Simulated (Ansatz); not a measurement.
A geometry of Mo away from equilibrium: step 2 of the relaxation of a relaxed Mo cell displaced along its unstable phonon at q = (½, 0, 0) of its primitive reciprocal cell (173i cm⁻¹), largest move 0.15 Å. All values below come from PBEsol (plane waves to 420 eV, PAW, scalar-relativistic; Ansatz, a quantum-chemistry and plane-wave program). Γ-centred k-mesh 7×14×13 on the run's cell (coarser than for final values), Fermi–Dirac smearing 0.05 eV.

```xyz
2
Lattice="2.5772 -4.9490 0.0000 1.3017 2.4814 0.0000 0.0000 0.0000 2.4999" Properties=species:S:1:pos:R:3 pbc="T T T"
Mo     0.0000     0.0000     0.3462
Mo     1.2886    -2.4745    -0.3462
```

### Question
Which atoms carry the largest force, and which way does it point?

### Answer
1.04 eV/Å, on Mo1, Mo2 (atoms numbered as listed); on Mo1 its components are (0.00, 0.00, 1.04).

### Question
What is the pressure?

### Answer
-1.2 GPa, compression positive.

No spin polarisation in the result.

The run could not lose the symmetry of its start: the end is stationary, and may be a saddle point rather than a minimum.

The end of the path is a generated cell of Mo: the first start was made by placing the elements on the sites of a structure type, and the end was not matched to a known phase here, so it may be hypothetical. Known forms of Mo include space group No. 229.
